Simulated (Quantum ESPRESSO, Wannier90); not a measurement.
# Wannierisation of KI (rock salt)

```
begin unit_cell_cart
ang
    0.0000000000    3.5424350000    3.5424350000
    3.5424350000    0.0000000000    3.5424350000
    3.5424350000    3.5424350000    0.0000000000
end unit_cell_cart
begin atoms_frac
K    0.0000000000  0.0000000000  0.0000000000
I    0.5000000000  0.5000000000  0.5000000000
end atoms_frac
```

Materials Project entry mp-22898; symmetrised, unrelaxed at this level. COD (Crystallography Open Database) has the formula in 2 space groups, this one among them (matched by group alone). Level: PBEsol, spinors with spin-orbit coupling; pw.x of Quantum ESPRESSO at 60 Ry with PseudoDojo potentials, 6×6×6 k-points, Wannier90. Density: 8×8×8 mesh, cold smearing 0.01 Ry.

Bands 11-16 form an isolated set from -1.85 to 0.00 eV relative to the valence-band maximum (on the path) and are turned into 6 Wannier functions by minimising the spread from the start: atomic waves I 5p.

Centres (Cartesian, Å; one of the equivalent choices) and spreads:

```
n      x      y      z  spread (Å²)  nearest atom
-  -----  -----  -----  -----------  ------------
1  3.542  3.542  3.542        2.457            I2
2  3.542  3.542  3.542        2.457            I2
3  3.542  3.542  3.542        2.457            I2
4  3.542  3.542  3.542        2.457            I2
5  3.542  3.542  3.542        2.167            I2
6  3.542  3.542  3.542        2.167            I2
```

Ω_I = 14.08 Å², Ω_total = 14.16 Å²; the interpolated bands follow pw.x to 0.5 meV rms on the path. Only this start was tried; a symmetric start can stop on a saddle, and mixtures of these functions could lower the total by at most Ω_total − Ω_I.
